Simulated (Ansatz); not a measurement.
Consider the following.

Sr₂GaSi:
```yaml
crystal:
  lattice:
    - [0.00000, 2.35840, -5.89989]
    - [0.00000, 2.35840, 5.89989]
    - [4.22951, 0.00000, 0.00000]
  atoms:
    - { symbol: Sr, position: [0.36091, 0.63909, 0.50000] }
    - { symbol: Sr, position: [0.64112, 0.35888, 0.00000] }
    - { symbol: Ga, position: [0.06143, 0.93857, 0.50000] }
    - { symbol: Si, position: [0.93653, 0.06347, 0.00000] }
```

This is the r²SCAN-relaxed structure.

Problem. All from r²SCAN in the plane-wave PAW code Ansatz, unless another level is named. Estimate the electronic character.

Solution. metallic (no gap).

Problem. Predict the density of states at the Fermi level.

Solution. 0.38 states/eV per atom (mean over ±0.08 eV).

Problem. And the formation energy from the elements (no fitted shifts)?

Solution. -544 meV/atom.

Space group Amm2. The workflow started from a Materials Project entry (that database holds measured and hypothetical structures alike); the Crystallography Open Database copy checked does not list it. With Ga and Si taken as one species the cell has the higher symmetry Cmcm, so it may be an ordered model of a mixed-site phase. Its standing as an ambient phase is unchecked. Symmetry was held in the r²SCAN relaxation; whether a distortion lowers the energy is not shown. The references are the lowest solids computed at this level, not always the standard phases. Scalar-relativistic: spin–orbit coupling is off unless named, which matters more the heavier the elements.

Potentials: the later of the program's two PAW sets.
